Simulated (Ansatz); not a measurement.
TiO2 in space group C2/m (No. 12; Pearson symbol mS24), r²SCAN (plane waves, PAW; program Ansatz). The conduction-band minimum lies at Γ, with 1 equivalent valley. Second derivatives d²E/dk² of the lowest band at one valley (eV·Å²), along Cartesian directions:…

| direction | d²E/dk² |
|---|---|
| [100] | 1.905 |
| [010] | 7.553 |
| [001] | 1.738 |
| [110] | 4.729 |
| [101] | 0.8689 |
| [011] | 4.644 |

Question: Find the principal effective masses, the density-of-states mass and the conductivity mass.

Answer: Off-diagonal terms follow from H_xy = H[110] − (H_xx + H_yy)/2, and m*/mₑ = 7.620 eV·Å² over each eigenvalue: 1.0, 2.7, 8.8. One valley's DOS mass (m₁m₂m₃)^(1/3) = 2.9, conductivity mass 3/(Σ 1/mᵢ) = 2.0 mₑ.

Question: What effective density of states Nc follows at 300 K for parabolic valleys?

Answer: Nc = 2.509e19 × 1 × (2.9)^(3/2) ≈ 1.2e20 cm⁻³.

The workflow started from a Materials Project entry (that database holds measured and hypothetical structures alike); the Crystallography Open Database copy checked does not list it. It is not the phase usual at ambient conditions (space group No. 61, 136, 141). The cell was relaxed with r²SCAN under the symmetry of its start; whether a distortion lowers the energy is not shown. No spin polarisation was allowed.

Potentials: the later of the program's two PAW sets.

Edges and masses are those of Kohn–Sham bands, whose gap is no quasiparticle gap.
